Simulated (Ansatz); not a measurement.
AgCl (rock salt, Fm-3m), PBEsol in the plane-wave PAW code Ansatz: ε∞ = 5.52, cell volume 40.41 Å³. Infrared-active transverse modes:

```
ω_TO (cm⁻¹)  oscillator strength S_xx (e²/amu)
-----------  ---------------------------------
115.9                                  0.07593
```

Compute the static dielectric constant.

Each mode adds (4.921e7/V) S/ω²: 6.88. So ε0 = 12.4.

What LO frequency does the Lyddane–Sachs–Teller relation give?

ω_LO = ω_TO √(ε0/ε∞) = 174 cm⁻¹.

Symmetry was held in the PBEsol relaxation; of distortions, only those at the zone centre were tested. The run is not spin-polarised. Spin–orbit coupling is left out wherever it is not named.

Potentials: the later of the program's two PAW sets.
